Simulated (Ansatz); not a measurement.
Relaxed Ca (fcc, Cu type):

```xyz
4
Lattice="5.5265 0.0000 0.0000 0.0000 5.5265 0.0000 0.0000 0.0000 5.5265" Properties=species:S:1:pos:R:3 pbc="T T T"
Ca     0.0000     0.0000     0.0000
Ca     2.7633     2.7633     0.0000
Ca     2.7633     0.0000     2.7633
Ca     0.0000     2.7633     2.7633
```

Scan: atom 2 (Ca, nearest neighbour Ca at 3.908 Å; its periodic images, 5.5 Å or more away, move with it) is displaced along Cartesian z, direction (0.000, 0.000, 1.000) in Cartesian axes, by s. The other atoms stay.

The numbers are results of PBE (plane waves to 420 eV, PAW, scalar-relativistic; Ansatz, a program for electronic structure), not measurements. k mesh 7×7×7 (Γ-centred), Fermi-Dirac smearing 0.05 eV. The energy includes the smearing's −TS. With partly filled bands, energies and forces of such displacements shift with the k mesh and the smearing. Ca was relaxed with its symmetry unable to fall. ΔE is measured from the undisplaced structure. The last digit holds for this mesh only.

```tsv
s (Å)	ΔE (meV/cell)
-0.390	168.3
-0.312	107.5
-0.234	60.4
-0.156	withheld
-0.078	6.7
0.000	0.0
0.078	6.7
0.156	withheld
0.234	60.4
0.312	107.5
0.390	168.3
```

Problem. Fit an even polynomial form (powers 2, 4) to the given rows and predict ΔE at s = 0.156.

Solution. Least squares on the 9 given rows: ΔE = (1101)·s² + (37.20)·s⁴, in meV/cell with s in Å; root-mean-square residual 0.02 meV/cell. At 0.156 the fit gives 26.8 meV/cell; the calculation gives 26.8 meV/cell, the same to the digits shown. The quadratic term alone would give 26.8 meV/cell.

(For displaced atoms, the force is minus the slope of the energy, and its curvature is a force constant, which sets phonon frequencies.)
